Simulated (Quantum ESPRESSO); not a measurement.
# Planted mistakes on one cell of W2Mo2Se6PCl

The results below are calculated, not measured. They come from pw.x of Quantum ESPRESSO 7.5, a plane-wave density functional program, with PseudoDojo standard norm-conserving files (v0.5 for PBE, v0.4.1 for LDA and PBEsol). The cells are made up: elements, strain and atom displacements were drawn at random, and nothing was relaxed. There is no spin polarisation, spin-orbit coupling or dispersion term.

The cell has 12 sites of a 2H layered lattice (rectangular cell). Sites 1 to 4 hold W Mo W Mo; sites 5 to 12 hold Se Se Se P Se Se Cl Se. Cell vectors in Å: (3.280, -0.047, -0.060); (-0.082, 5.671, -0.011); (-0.242, -0.026, 13.301). Settings: PBE, cutoff 1170 eV, 7 x 4 x 2 k mesh shifted by half a step, Fermi-Dirac smearing of 0.025 eV.

The intended run has a self-consistency threshold of 1e-07 eV, a smearing term of 0.000 eV, a pressure of 1.53 GPa and 22 iterations. Each further run changes one thing: all lengths scaled by 0.9819; atoms of sites 7 and 8 exchanged; cutoff 616 eV; files of LDA; k mesh 1 x 1 x 1; one electron removed; smearing 0.64 eV; threshold 0.05 eV. A coarse mesh keeps the shift, and a charged cell sits in a uniform background.

```
run  change of free energy (eV)  smearing term -TS (eV)  change of P (GPa)  largest change of a force component (eV/Å)  iterations
  A                      -1.275                   0.000              -7.19                                       0.651          22
  B                       0.017                   0.000               0.53                                       0.108          10
  C                       0.435                   0.000               7.88                                       1.153          21
  D                     -11.553                  -0.017             -10.90                                       0.325          22
  E                      -0.059                   0.000              -0.32                                       2.042          21
  F                      -2.578                  -7.722               3.61                                       0.731          20
  G                      -2.435                   0.000               1.87                                       1.877          23
  H                     164.689                   0.000            -522.72                                       0.141          24
```

A rerun of the intended cell at 1467 eV and k mesh 9 x 6 x 4 moved values by no more than 0.004 eV in the cell's energy, 0.02 GPa in stress and 0.004 eV/Å in force.

Question: which change belongs to which run?

## Worked reading

Run B has the fewest iterations, as a run stopped early does. Run F has the largest smearing term, as wide smearing gives. Run H has a higher energy and the largest fall in pressure, as too small a basis gives. Run C changes the volume by a factor of 0.9467; minus its pressure change over the logarithm of that factor, 144 GPa, is a rough bulk modulus with clamped atoms. Energies from files of another functional, or of a charged cell, have another zero and say nothing on stability; the pressure of a charged cell rests on the program's zero of potential too.

## Key

| run | change |
| --- | --- |
| A | files of LDA |
| B | threshold 0.05 eV |
| C | all lengths scaled by 0.9819 |
| D | one electron removed |
| E | atoms of sites 7 and 8 exchanged |
| F | smearing 0.64 eV |
| G | k mesh 1 x 1 x 1 |
| H | cutoff 616 eV |